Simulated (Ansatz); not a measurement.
This run works on a proposed trial structure, not on a known crystal.

Input and command of a plane-wave DFT calculation in Ansatz:

```yaml
crystal:
  lattice:
    - [3.7708761624, 0.0, 0.0]
    - [0.0, 3.7708761624, 0.0]
    - [0.0, 0.0, 10.830103137]
  atoms:
    - { symbol: Sr, position: [0.0, 0.0, 0.0] }
    - { symbol: Zr, position: [0.5, 0.5, 0.7942593749] }
    - { symbol: Zr, position: [0.5, 0.5, 0.2057406251] }
    - { symbol: Zr, position: [0.0, 0.0, 0.3567033964] }
    - { symbol: Zr, position: [0.5, 0.5, 0.5] }
    - { symbol: Zr, position: [0.0, 0.0, 0.6432966036] }
    - { symbol: O, position: [0.5, 0.5, 0.0] }
basis:
  ecutwfc: 500
kpoints:
  mp_grid: { grid: [8, 8, 4] }
hamiltonian:
  xc: r2scan
scf:
  occupations: { method: gaussian, width: 0.1 }
output:
  forces: true
  stress: true
  eigenvalues: true
```

```bash
ansatz run input.yaml --threads 1 --pin off --max-ram 2560MiB --backend cpu --events-out ev --progress --plain --runs-dir out
```

Processor: Intel(R) Xeon(R) Processor @ 2.50GHz (Skylake/Cascade Lake), 1 thread, on a host shared with other jobs.

How long does it run, and how much memory does it take?

About 93 s, peak memory 0.89 GiB. It solves 46 bands at 45 k points (after reduction by symmetry) with about 3895 plane waves, in 10 SCF iterations.
